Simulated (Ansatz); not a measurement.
## Ca7Y under compression: one row to predict

The structure comes from a generated guess, relaxed at this level; another structure or a mixture of phases may lie lower.

Theory: Ansatz, DFT PBE, scalar-relativistic, plane waves, PAW. Cutoff 420 eV, Γ-centred 6×6×6 mesh (8-atom cell), Gaussian smearing of 0.10 eV, no spin polarisation.

```
Ca Y
1.0
     6.86504    0.00000    0.00000
     0.00000    6.86504    0.00000
     0.00000    0.00000    6.91998
Ca Y
7 1
Direct
  0.00000 0.25241 0.24200
  0.50000 0.00000 0.25027
  0.74759 0.00000 0.75800
  0.00000 0.74759 0.24200
  0.00000 0.50000 0.74973
  0.50000 0.50000 0.50000
  0.25241 0.00000 0.75800
  0.50000 0.50000 0.00000
```

The cell was set to several volumes, with shape and atoms relaxed at each where symmetry leaves them free. Pressure is positive in compression, and energies count from the lowest row. No row has a gap on its mesh.

```tsv
row	V (Å³/atom)	P (GPa)	ΔE (meV/atom)
1	35.874	2.99	41.8
2	37.097	?	?
3	38.320	1.31	9.6
4	39.543	0.62	2.3
5	40.766	0.01	0.0
6	41.989	-0.53	2.0
7	43.212	-0.99	7.9
8	44.843	-1.52	20.8
```

Q: Find B = −V·ΔP/ΔV from rows 4 and 6 and from rows 1 and 3, and from the two its slope B′ and its value B0 at zero pressure.

A: Rows 4 and 6 give −(39.543 + 41.989)/2 × (-0.53 − (0.62))/(41.989 − 39.543) = 19.2 GPa at a mean pressure of 0.04 GPa. Rows 1 and 3 give −(35.874 + 38.320)/2 × (1.31 − (2.99))/(38.320 − 35.874) = 25.5 GPa at a mean pressure of 2.15 GPa. So B′ = (25.5 − 19.2)/(2.15 − (0.04)) = 2.99 and B0 = 19.2 − 2.99 × (0.04) = 19.1 GPa. A third-order Birch–Murnaghan fit to all the energies gives B0 = 18.9 GPa and B′ = 3.3.

Q: Estimate the pressure and energy of row 2.

A: From row 5, V0 = 40.766 × (1 + (0.01)/19.1) = 40.787 Å³/atom. Murnaghan's form P = (B0/B′)·[(V0/V)^B′ − 1] gives (19.1/2.99) × [(40.787/37.097)^2.99 − 1] = 2.09 GPa; the computed pressure is 2.09 GPa, so the estimate is off by 0.00 GPa. The work of compression from row 3, with the mean of the two pressures, gives ΔE = 9.6 + (2.09 + 1.31)/2 × (38.320 − 37.097)/160.2 × 1000 = 22.6 meV/atom (1 eV/Å³ = 160.2 GPa); the computed value is 22.5 meV/atom.

The cell is a metal run without spin; a magnetic state may lie lower. All volumes keep the k mesh of the relaxed cell. Symmetry constrained the relaxation, so the result can be a saddle point.
